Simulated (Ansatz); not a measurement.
An input for the plane-wave PAW code Ansatz:

```yaml
crystal:
  lattice:
    - [0.0, 3.3655413313, 3.3991967446]
    - [3.3655413313, 0.0, 3.3991967446]
    - [3.3655413313, 3.3655413313, 0.0]
  atoms:
    - { symbol: La, position: [0.0, 0.0, 0.0] }
    - { symbol: S, position: [0.25, 0.25, 0.25] }
    - { symbol: S, position: [0.75, 0.75, 0.75] }
basis:
  ecutwfc: 420
  ecutrho_ratio: 4
kpoints:
  mp_grid: { grid: [8, 8, 8] }
hamiltonian:
  xc: pbesol
scf:
  occupations: { method: gaussian, width: 0.05 }
output:
  forces: true
  stress: true
  eigenvalues: true
```

This is a trial structure; measured cells of the compound in the Crystallography Open Database are in space group Pnma.

**Question.** Predict the main results.

**Answer.** Pressure -0.7 GPa, gap on the mesh zero (metallic) (PBEsol, scalar-relativistic).

Output, machine lines left out:

```
Pseudopotentials: kind: paw
Pseudopotential: La, paw, valence charge 11, recommended cutoff 420 eV (normal), La.paw.azcp
Pseudopotential: S, paw, valence charge 6, recommended cutoff 420 eV (normal), S.paw.azcp
Crystal: 3 atoms, lattice volume = 77.005 Å³
Basis set: ecut = 420 eV, 1459 PW (Γ), exchange–correlation on 64×64×64 points (8 copies of the dense FFT grid, shifted against one another)
Bands: 16, of which v1, the nominal top of the filled ones, is band 12 counted from 1 (11 counted from 0)
Symmetry: 16 space group operations
Space group: I4/mmm (ITA 139), of the structure as read, at distance tolerance 4.3e-5 Å
k-points: 59 of 512
Initial density: superposition of atomic densities (neutral atoms: chi_scale 0, normalization atom), corrected by the library's trained network
Initial wavefunctions: pseudopotential atomic-orbital guess
Functional: x = pbesol(κ = 0.804, μ = 0.12346), c = pbesol(β = 0.046)
```

```
SCF iter   1: F=—  HF=-7935.706036 eV  |F-HF|=—  |Δ(HF+E_count)|=         —  Δρ=4.73e-3  dr2=2.71e-2  ethr=1.77e-3  ⟨swp⟩=4.9  Hψ=4435  notcnv=0
SCF iter   2: F=—  HF=-7935.699198 eV  |F-HF|=—  |Δ(HF+E_count)|=   6.84e-3  Δρ=2.00e-3  dr2=4.69e-3  ethr=1.18e-4  ⟨swp⟩=2.5  Hψ=2295  notcnv=0  defer=7
SCF iter   3: F=—  HF=-7935.698968 eV  |F-HF|=—  |Δ(HF+E_count)|=   2.30e-4  Δρ=7.59e-4  dr2=7.22e-4  ethr=2.04e-5  ⟨swp⟩=3.1  Hψ=1883  notcnv=0  defer=7
SCF iter   4: F=—  HF=-7935.698808 eV  |F-HF|=—  |Δ(HF+E_count)|=   1.59e-4  Δρ=2.02e-4  dr2=4.79e-5  ethr=3.14e-6  ⟨swp⟩=2.0  Hψ=1366  notcnv=0  defer=7
SCF iter   5: F=—  HF=-7935.698786 eV  |F-HF|=—  |Δ(HF+E_count)|=   2.28e-5  Δρ=6.65e-5  dr2=3.16e-6  ethr=2.08e-7  ⟨swp⟩=2.6  Hψ=1577  notcnv=0  defer=7
SCF iter   6: F=—  HF=-7935.698785 eV  |F-HF|=—  |Δ(HF+E_count)|=   6.59e-7  Δρ=1.50e-5  dr2=1.30e-7  ethr=1.38e-8  ⟨swp⟩=2.2  Hψ=1438  notcnv=0  defer=7
SCF iter   7: F=-7935.698785 eV  HF=-7935.698785 eV  |F-HF|=6.52e-9  |Δ(HF+E_count)|=   9.55e-8  Δρ=1.99e-6  dr2=2.21e-9  ethr=4.35e-10  ⟨swp⟩=6.7  Hψ=4397  notcnv=0
```

```
SCF 1 converged in 7 iterations: F = -7935.698785 eV  dr2 = 2.21e-9
SCF converged after 7 iterations
Free energy (F): -7935.698785 eV
E sigma→0 (E₀):  -7935.695153 eV
Entropy (-TS):   -0.007264 eV (-2.421 meV/atom)
Fermi energy:    6.840194 eV
--- Forces (eV/Å), atoms counted from 1 ---
  atom   1  La     0.00000000     0.00000000     0.00000000
  atom   2  S      0.00000000     0.00000000     0.00000000
  atom   3  S      0.00000000     0.00000000     0.00000000
--- Stress (GPa, compression-positive) ---
       -1.222797       0.000000       0.000000
        0.000000      -1.222797       0.000000
        0.000000       0.000000       0.400129
  P = ⅓ Tr σ = -0.6818 GPa (-6.818 kbar)
--- Band table (eV; the first three rows and the last of 59) ---
  k-point 0: bands = ["-24.2252", "-7.9514", "-7.9481", "-7.9481", "-5.0652", "-3.3590", "3.6645", "3.6645", "3.7284", "6.8589", "6.9332", "6.9332", "9.8739", "9.9447", "10.5933", "10.5965"]
  k-point 1: bands = ["-24.2227", "-8.0592", "-7.9577", "-7.9551", "-4.8802", "-3.4537", "3.7644", "3.7993", "3.9702", "6.6441", "6.7151", "6.7388", "10.0688", "10.1287", "10.5964", "10.6156"]
  k-point 2: bands = ["-24.2167", "-8.2843", "-7.9756", "-7.9720", "-4.5209", "-3.5947", "4.0212", "4.0498", "4.6258", "6.1225", "6.3498", "6.3662", "10.3326", "10.3604", "10.5289", "10.5992"]
  k-point 58: bands = ["-24.2028", "-8.6304", "-8.0642", "-8.0642", "-4.0842", "-3.3965", "3.2061", "4.9261", "4.9261", "6.4670", "6.4670", "7.2133", "10.0686", "10.2079", "10.4345", "10.4345"]
```

It took roughly 9 core-seconds on a shared host.

Scalar-relativistic only: spin–orbit splittings of the heavy atoms' levels are missing. The cell is a metal with an odd number of electrons, and spin polarisation wasn't tried.
